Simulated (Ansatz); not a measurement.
NbBi2Cl6: relaxation (Ansatz)

Launch command:

```bash
ansatz run input.yaml --threads 2 --pin off --max-ram 2560MiB --backend cpu --events-out ev --progress --plain --runs-dir out
```

input.yaml:

```yaml
crystal:
  lattice:
    - [0.0, 4.877435, 4.877435]
    - [4.877435, 0.0, 4.877435]
    - [4.877435, 4.877435, 0.0]
  atoms:
    - { symbol: Nb, position: [0.0, 0.0, 0.0] }
    - { symbol: Cl, position: [0.7601, 0.2399, 0.7601] }
    - { symbol: Cl, position: [0.7601, 0.2399, 0.2399] }
    - { symbol: Cl, position: [0.2399, 0.7601, 0.2399] }
    - { symbol: Cl, position: [0.2399, 0.7601, 0.7601] }
    - { symbol: Cl, position: [0.7601, 0.7601, 0.2399] }
    - { symbol: Cl, position: [0.2399, 0.2399, 0.7601] }
    - { symbol: Bi, position: [0.75, 0.75, 0.75] }
    - { symbol: Bi, position: [0.25, 0.25, 0.25] }
  symmetry: { tolerance: 0.0003 }
kpoints:
  mp_grid: { grid: [6, 6, 6], shift: [0, 0, 0] }
magnetization:
  spin_polarized: false
scf:
  occupations: { method: fermi_dirac, width: 0.1374 }
  lower_state_search: "off"
hamiltonian:
  pseudopotentials: { kind: paw }
  xc: r2scan
basis:
  ecutwfc: 500
  fft_grid_basis: typed
relax:
  max_steps: 60
output:
  forces: true
  stress: true
  eigenvalues: true
  bader: true
  populations: true
  elf: true
  write_potential: true
  volumetric_format: npy
  dos:
    e_range: [-12, 8]
    de: 0.05
    projected: { site_lists: { Bi: [Bi], Cl: [Cl], Nb: [Nb] } }
  write_density: true
checkpoint:
  read: saved_state
```

Origin of the cell: a known structure type with other elements, at an estimated volume, so it need not be a known compound.

The saved state is a converged single point of the same cell.

Steps:

| step | ΔF (meV/atom) | max force component (eV/Å) | SCF iterations | step was |
| --- | --- | --- | --- | --- |
| 1 | 0.0 | 0.910 | 7 | accepted |
| 2 | -14.9 | 0.264 | 6 | accepted |
| 3 | -16.6 | 0.012 | 6 | accepted |
| 4 | -16.6 | 0.012 | 3 | accepted |
| 5 | -16.6 | 0.000 | 5 | accepted |

Before:

Space group Fm-3m (No. 225); the run's cell has a = 6.898 Å, b = 6.898 Å, c = 6.898 Å, α = 60.00°, β = 60.00°, γ = 60.00°. Shortest distances: Cl–Nb 2.34 Å, Cl–Cl 3.31 Å, Bi–Cl 3.45 Å.

After:

Space group Fm-3m (No. 225); the run's cell has a = 6.898 Å, b = 6.898 Å, c = 6.898 Å, α = 60.00°, β = 60.00°, γ = 60.00°. Shortest distances: Cl–Nb 2.40 Å, Cl–Cl 3.39 Å, Bi–Cl 3.45 Å.

```
CELL_PARAMETERS angstrom
0.00000 4.87744 4.87744
4.87744 0.00000 4.87744
4.87744 4.87744 0.00000
ATOMIC_POSITIONS crystal
Nb 0.00000 0.00000 0.00000
Cl 0.75426 0.24574 0.75426
Cl 0.75426 0.24574 0.24574
Cl 0.24574 0.75426 0.24574
Cl 0.24574 0.75426 0.75426
Cl 0.75426 0.75426 0.24574
Cl 0.24574 0.24574 0.75426
Bi 0.75000 0.75000 0.75000
Bi 0.25000 0.25000 0.25000
```

```
Free energy lowered by                                                                 : 16.6 meV/atom
Final pressure                                                                         : -0.09 GPa
Relaxation steps listed                                                                : 5
Formation energy (elements under the same functional, gases as molecules, uncorrected) : -0.707 eV/atom
```

Caveats: no moments, though an odd count or open d shells may carry them; no spin-orbit coupling, though heavy elements are present; the SCF threshold is looser than advised for a stress; the relaxation held the start's symmetry, so the end may be a saddle point.

It ran for 3.3 min on 2 threads of Arm Neoverse N1, on a shared host, peak memory 1.4 GiB, from a saved density.
